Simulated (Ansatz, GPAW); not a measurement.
**HfB: 6 runs at one level of theory**

```xyz
2
Lattice="0.0000 2.3100 2.3100 2.3100 0.0000 2.3100 2.3100 2.3100 0.0000" Properties=species:S:1:pos:R:3 pbc="T T T"
Hf    2.3100    2.3100    2.3100
B     0.0000    0.0000    0.0000
```

Alike in all runs: task band structure; functional PBEsol; k mesh 10 × 10 × 10; occupations fermi-dirac, width 0.05 eV; no spin polarisation; no spin-orbit coupling. Pressure is positive in compression and, in plane waves, holds the error of the finite cutoff, which Ansatz's Pulay term estimates and takes out.

| program and potentials | plane-wave cutoff (eV) | notes | pressure (GPa) |
| --- | --- | --- | --- |
| GPAW, PAW data sets generated for this functional | 800 | 7.5 valence electrons an atom on average | 25.59 |
| Ansatz, JTH PAW | 1230 | potentials made for PBE; 7.5 valence electrons an atom on average; Pulay term of +0.03 GPa included | 24.78 |
| Ansatz, all-electron LAPW, scalar-relativistic | - | - | 23.25 |
| Ansatz, PseudoDojo stringent (PBEsol files) | 1796 | 14.5 valence electrons an atom on average; Pulay term of +0.04 GPa included | 23.14 |
| Ansatz, PseudoDojo standard (PBEsol files) | 1034 | 7.5 valence electrons an atom on average; Pulay term of +0.03 GPa included | 24.64 |
| Ansatz, Ansatz PAW (files of its older set among them) | 710 | potentials made for PBE, which Ansatz adapts in part; 14.5 valence electrons an atom on average | ? |

**Question.** Estimate from the other rows what the run with Ansatz, Ansatz PAW (files of its older set among them) gave.

**Answer.** Pressure 23.32 GPa. Its pressure holds a Pulay term of +0.02 GPa. The other rows, which needn't bracket it: pressure 23.14 to 25.59.
